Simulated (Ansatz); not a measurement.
Hf₂Cu:
```cif
data_Cu2Hf4
_chemical_formula_sum 'Hf4 Cu2'
_space_group_name_H-M_alt 'I4/mmm'
_space_group_IT_number 139
_space_group_name_Hall '-I 4 2'
_cell_length_a 3.13885
_cell_length_b 3.13885
_cell_length_c 11.00695
_cell_angle_alpha 90.000
_cell_angle_beta 90.000
_cell_angle_gamma 90.000
loop_
_atom_site_label
_atom_site_type_symbol
_atom_site_symmetry_multiplicity
_atom_site_Wyckoff_symbol
_atom_site_fract_x
_atom_site_fract_y
_atom_site_fract_z
_atom_site_occupancy
Hf1 Hf 4 e 0.00000 0.00000 0.34422 1
Cu1 Cu 2 a 0.00000 0.00000 0.00000 1
```
(The calculation used a cell of 3 atoms; values per cell refer to that cell.)

Relaxed at zero pressure with PBEsol (plane waves, PAW; program Ansatz).

**Question.** The volume is lowered by 6 % and shape and atoms relax at that volume. What pressure results, and how do the axes share the change?

**Answer.** 9.1 GPa; a -2.0 %, b -2.0 %, c -2.2 %; the energy rises by 29 meV/atom.

**Question.** Give the new structure.

**Answer.** 
Space group I4/mmm (No. 139); a = b = 3.0773 Å, c = 10.7643 Å, α = β = γ = 90.00°

```json
[
 {"atom": "Hf", "site": "4e", "symmetry": "4mm", "x": "0.0000", "y": "0.0000", "z": "0.3448"},
 {"atom": "Cu", "site": "2a", "symmetry": "4/mmm", "x": "0.0000", "y": "0.0000", "z": "0.0000"}
]
```

The phase is kept; no other phase was compared at this pressure.

The workflow started from a Materials Project entry (that database holds measured and hypothetical structures alike); the Crystallography Open Database files this formula in space group No. 139, but the cells were not matched. Whether it is the stable phase at ambient conditions was not checked. The cell was relaxed with PBEsol under the symmetry of its start; of distortions, only those at the zone centre were tested. The run is not spin-polarised. Axis ratios of metals converge slowly with the k-mesh, so a and c are less sure than the volume. Spin–orbit coupling is left out wherever it is not named.

Potentials: the later of the program's two PAW sets.
